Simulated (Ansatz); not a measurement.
Bi2Te, before and after

A trial structure of Bi2Te was built thus: random cell by space group and Wyckoff sites (Immm, No. 71). Lengths were set from tabulated atomic sizes, so they are only a guess.

start.xyz

```xyz
3
Lattice="-2.6979 2.9744 3.5002 2.6979 -2.9744 3.5002 2.6979 2.9744 -3.5002" Properties=species:S:1:pos:R:3 pbc="T T T"
Bi    0.0000    0.0000    3.5002
Bi    0.0000    0.0000    0.0000
Te    2.6979    0.0000    0.0000
```

Computed with DFT PBE, scalar-relativistic, plane waves, PAW in Ansatz 0.2.0. Cutoff 420 eV, Gaussian smearing, Γ-centred meshes. Cell and atoms relax first on a coarse mesh and then on a finer one. In between, the cell is made exact in the group found at 0.06 Å. In metals the finer mesh still leaves noise of several meV/atom or more. The steps can't lower the symmetry of their start. No spin polarisation.

end.xyz

```xyz
3
Lattice="-3.0585 3.0585 3.2096 3.0585 -3.0585 3.2096 3.0585 3.0585 -3.2096" Properties=species:S:1:pos:R:3 pbc="T T T"
Bi    3.0585    0.0000    0.0000
Bi    0.0000    3.0585    0.0000
Te    0.0000    0.0000    3.2096
```

The symmetry goes from Immm (No. 71) to I4/mmm (No. 139). The volume per atom grows by 6.9 %, from 37.4 to 40.0 Å³. The shortest distance goes from 2.70 Å (Bi–Te) to 3.06 Å (Bi–Te). The energy falls by about 0.36 eV/atom (the start's value is from the coarse mesh). The end is written in a standard setting, so origin, axes and order of atoms can differ from the start's.

```
Volume per atom                             : 40.03 Å³
Density                                     : 7.54 g/cm³
Formation energy                            : +0.35 eV/atom
Gap on the 10×10×10 mesh of the 3-atom cell : 0 eV (a metal)
```

Formation energies are uncorrected and refer to the elements' standard structures at the same level. The separate elements lie lower, so it is unstable against them.

The last run used Gaussian smearing of 0.10 eV. These runs have no spin–orbit coupling, which can matter for Bi and Te. The reference form of Te is held partly by dispersion forces, which this level lacks. Symmetry constrained the relaxation, so the result can be a saddle point. In all, the 3 runs took 2.4 min on 1 thread of Arm Neoverse V1 (shared host). Another cell of Bi2Te relaxed alike, in I4_1/amd (a Materials Project cell), lies 0.40 eV/atom lower, so this cell isn't the stable form at this level.
